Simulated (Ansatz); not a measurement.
InAgTe2:
```xyz
4
Lattice="4.5221 0.0000 0.0000 0.0000 4.5221 0.0000 0.0000 0.0000 6.4531" Properties=species:S:1:pos:R:3 pbc="T T T"
In     2.2611     2.2611     3.2266
Ag     0.0000     0.0000     0.0000
Te     0.0000     2.2611     1.5389
Te     2.2611     0.0000     4.9142
```

Relaxed with PBEsol. Special points in fractions of this cell's reciprocal vectors: Γ (0.000, 0.000, 0.000); X (0.000, 0.500, 0.000); M (0.500, 0.500, 0.000); Z (0.000, 0.000, 0.500); R (0.000, 0.500, 0.500); A (0.500, 0.500, 0.500).

**Question.** List the band energies nearest the Fermi level at these points for DFT-PBEsol in the program Ansatz with PAW potentials.

**Answer.** In eV from the Fermi level; about four levels below and three above (degenerate sets whole), none deeper than 8.9 eV; points with the same levels are listed once.

```tsv
k	below	above
Γ	-0.18 -0.15 -0.02 -0.02	1.68 2.57 3.67 3.67
X	-3.05 -2.15 -1.72 -0.51	1.41 3.80 3.93
M	-3.14 -2.33 -2.33 -1.64	1.22 1.85 1.85
Z	-2.08 -2.08 -0.87 -0.87	1.48 1.74 3.45
R	-1.73 -1.47 -0.70 -0.43	0.15 2.14 3.83
A	-2.77 -2.77 -2.77 -2.24	2.34 3.68 3.68
```

Space group P-4m2. The workflow started from a Materials Project entry (that database holds measured and hypothetical structures alike); the Crystallography Open Database copy checked does not list it. COD files the formula under space group No. 122, so this cell is another polymorph or a model. With In and Ag taken as one species the cell has the higher symmetry F-43m, so it may be an ordered model of a mixed-site phase. Its standing as an ambient phase is unchecked. Symmetry was held in the PBEsol relaxation; its stability against distortions is not shown here. The run is not spin-polarised. The Fermi level of a semimetal is unsure by some 0.05 eV on such meshes. Spin–orbit coupling is left out wherever it is not named.

Potentials: the later of the program's two PAW sets.
